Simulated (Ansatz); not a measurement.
SiO$_{2}$:
```
CELL_PARAMETERS angstrom
      4.98389     0.00000     0.00000
      0.00000     4.98389     0.00000
      0.00000     0.00000     6.92368
ATOMIC_POSITIONS crystal
  Si 0.30194 0.30194 0.00000
  Si 0.19806 0.80194 0.25000
  Si 0.69806 0.69806 0.50000
  Si 0.80194 0.19806 0.75000
  O  0.23838 0.10823 0.18094
  O  0.39177 0.73838 0.43094
  O  0.76162 0.89177 0.68094
  O  0.60823 0.26162 0.93094
  O  0.73838 0.39177 0.56906
  O  0.89177 0.76162 0.31906
  O  0.26162 0.60823 0.06906
  O  0.10823 0.23838 0.81906
```

x, y and z are the axes in which the lattice vectors are written.

Task: Give the high-frequency dielectric tensor and the Born effective charge tensors of the independent atoms from DFPT, r²SCAN (plane waves, PAW; program Ansatz).

Result: 
ε∞:
```
2.20  0.00  0.00
0.00  2.20  0.00
0.00  0.00  2.19
```
Z* of atom 1 (Si), rows: field, columns: displacement, in e:
```
 3.35   0.02   0.17
 0.02   3.35  -0.17
-0.33   0.33   3.30
```
Z* of atom 5 (O), rows: field, columns: displacement, in e:
```
-1.06  -0.16   0.07
-0.22  -2.29   0.79
 0.21   0.79  -1.65
```

Static charges for comparison (Bader): Si1 +3.37, O5 -1.68 e. Born charges measure polarisation by displacement and can exceed these by far.

Space group P4_12_12. Symmetry was held in the r²SCAN relaxation.

Potentials: the later of the program's two PAW sets.
